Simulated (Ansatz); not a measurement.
The relaxed structure here is a generated cell of Pb: the first start was made by placing the elements on the sites of a structure type, and the end was not matched to a known phase here, so it may be hypothetical. Known forms of Pb include space group No. 225.

A relaxed cell of Pb (Fd-3m (No. 227)), relaxed on a k-mesh at least as fine as the one used below. Computed with r2SCAN (plane waves to 500 eV, PAW, scalar-relativistic; Ansatz, a program for electronic structure). Γ-centred k-mesh 4×8×8 on the run's cell (coarser than for final values), Fermi–Dirac smearing 0.05 eV.

```yaml
crystal:
  lattice:
    - [0.00000, 6.95113, 6.95113]
    - [3.47556, 0.00000, 3.47556]
    - [3.47556, 3.47556, 0.00000]
  atoms:
    - { symbol: Pb, position: [0.12500, 0.25000, 0.25000] }
    - { symbol: Pb, position: [0.62500, 0.25000, 0.25000] }
    - { symbol: Pb, position: [0.00000, 0.00000, 0.00000] }
    - { symbol: Pb, position: [0.50000, 0.00000, 0.00000] }
```

Every atom was then displaced, and the forces became (eV/Å):

```csv
atom,Fx,Fy,Fz
Pb1,-0.19,-0.02,-0.30
Pb2,-0.20,0.77,0.32
Pb3,0.44,-0.26,0.00
Pb4,-0.04,-0.48,-0.03
```

### Question
Which atom was moved farthest relative to the others, and in which direction?

### Answer
Pb2, by (-0.01, -0.11, -0.11) Å (0.15 Å, mean shift removed); the next is Pb1 with 0.12 Å. Its force makes an angle of 153° with its move.

All displacements (Å):

| atom | ux | uy | uz |
|---|---|---|---|
| Pb1 | 0.072 | 0.080 | 0.126 |
| Pb2 | 0.006 | -0.060 | -0.082 |
| Pb3 | 0.020 | 0.083 | 0.073 |
| Pb4 | -0.048 | 0.091 | -0.019 |

No spin polarisation in the result.

The run that gave the undisplaced cell could not lose the symmetry of its start; a randomly shaken copy of 4 atoms returns to this structure.
